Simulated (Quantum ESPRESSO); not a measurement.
# Band energies of SnS

```xyz
8
Lattice="11.1845 0.0000 0.0000 0.0000 4.0043 0.0000 0.0000 0.0000 4.2493" Properties=species:S:1:pos:R:3 pbc="T T T"
S      3.9414     1.0011     0.0970
S      7.2431     3.0033     4.1524
S      1.6508     3.0033     2.2216
S      9.5337     1.0011     2.0277
Sn     6.9192     1.0011     1.6624
Sn     4.2653     3.0033     2.5869
Sn     9.8576     3.0033     3.7871
Sn     1.3269     1.0011     0.4623
```

PBEsol (Quantum ESPRESSO, PseudoDojo norm-conserving, 72 Ry, scalar-relativistic); path ΓXSYΓZURTZ,YT,UX,SR; energies in eV from the valence-band maximum.

```
k (1/Å)  point  band 36  band 37  band 38  band 39  band 40  band 41  band 42  band 43
-------  -----  -------  -------  -------  -------  -------  -------  -------  -------
0.00         Γ    -2.09    -1.90    -1.28    -0.73    -0.58     0.76     3.02     3.05
0.59              -1.83    -1.15    -0.92    -0.81    -0.37     0.93     1.63     1.71
0.78         X    -1.97    -1.00    -1.00    -0.74    -0.74     1.18     1.18     1.72
1.28              -2.75    -2.53    -2.53    -1.24    -1.24     1.91     1.91     3.41
1.52         S    -3.41    -2.45    -2.45    -1.54    -1.54     2.76     2.76     2.99
1.92              -2.51    -1.59    -1.59    -0.99    -0.99     1.54     1.54     3.13
2.31         Y    -1.74    -0.92    -0.92    -0.07    -0.07     1.45     1.45     1.89
2.49              -1.84    -1.33    -0.55    -0.27    -0.06     1.09     1.54     1.89
3.05         Γ    -2.09    -1.90    -1.28    -0.73    -0.58     0.76     3.02     3.05
3.05         Z    -2.30    -2.14    -2.14    -0.62    -0.62     2.64     2.64     2.78
3.64              -2.12    -1.44    -1.44    -0.47    -0.47     1.18     1.18     2.21
3.83         U    -2.32    -0.96    -0.96    -0.96    -0.96     1.62     1.62     1.62
4.20              -2.88    -1.61    -1.61    -1.61    -1.61     2.47     2.47     2.47
4.57         R    -3.97    -1.70    -1.70    -1.70    -1.70     2.57     2.57     2.57
4.73              -3.53    -1.81    -1.81    -1.62    -1.62     2.38     2.38     2.96
5.36         T    -2.08    -0.69    -0.69     0.00     0.00     1.36     1.36     1.83
5.73              -1.99    -1.15    -1.15    -0.72    -0.72     2.02     2.02     2.82
6.10         Z    -2.30    -2.14    -2.14    -0.62    -0.62     2.64     2.64     2.78
6.10         Y    -1.74    -0.92    -0.92    -0.07    -0.07     1.45     1.45     1.89
6.38         T    -2.08    -0.69    -0.69     0.00     0.00     1.36     1.36     1.83
6.38         U    -2.32    -0.96    -0.96    -0.96    -0.96     1.62     1.62     1.62
6.66         X    -1.97    -1.00    -1.00    -0.74    -0.74     1.18     1.18     1.72
6.66         S    -3.41    -2.45    -2.45    -1.54    -1.54     2.76     2.76     2.99
6.94         R    -3.97    -1.70    -1.70    -1.70    -1.70     2.57     2.57     2.57
```

The PBEsol gap is indirect, 0.76 eV, from T to Γ; the smallest direct gap is 1.12 eV.

Spin-orbit splittings are left out.

Geometry relaxed with PBE+D3(BJ).

Letters of k points follow the standard setting of the lattice, whose axes may be ordered differently from the printed cell.
